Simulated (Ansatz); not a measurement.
ZrRu:
```xyz
2
Lattice="0.0000 2.6435 2.6435 2.6435 0.0000 2.6435 2.6435 2.6435 0.0000" Properties=species:S:1:pos:R:3 pbc="T T T"
Ru     0.0000     0.0000     0.0000
Zr     2.6435     2.6435     2.6435
```

Relaxed with PBEsol. Special points in fractions of this cell's reciprocal vectors: Γ (0.000, 0.000, 0.000); X (0.500, 0.000, 0.500); U (0.625, 0.250, 0.625); K (0.375, 0.375, 0.750); L (0.500, 0.500, 0.500); W (0.500, 0.250, 0.750).

Task: List the band energies nearest the Fermi level at these points for PBEsol with spin–orbit coupling (plane waves, PAW; program Ansatz).

Result: In eV from the Fermi level; about four levels below and three above (degenerate sets whole), none deeper than 8.9 eV; points with the same levels are listed once.

```csv
k,below,above
Γ,-3.10 -3.10 -3.10 -3.10 -2.99 -2.99,4.52 4.52 4.52 4.52
X,-0.22 -0.22 -0.09 -0.09,0.68 0.68 3.74 3.74
U,-1.64 -1.64 -0.52 -0.52,1.63 1.63 2.73 2.73
L,-0.50 -0.50 -0.33 -0.33,0.52 0.52 0.56 0.56
W,-0.35 -0.35 -0.14 -0.14,1.26 1.26 2.54 2.54
```

Space group Fm-3m (rock salt). The start of the workflow was typed in or built on a structure type; neither database checked (COD, Materials Project) lists it. COD files the formula under space group No. 221. Whether it is the stable phase at ambient conditions was not checked. The cell was relaxed with PBEsol under the symmetry of its start. At this level the phase is mechanically unstable. No spin polarisation was allowed.

Potentials: the later of the program's two PAW sets.
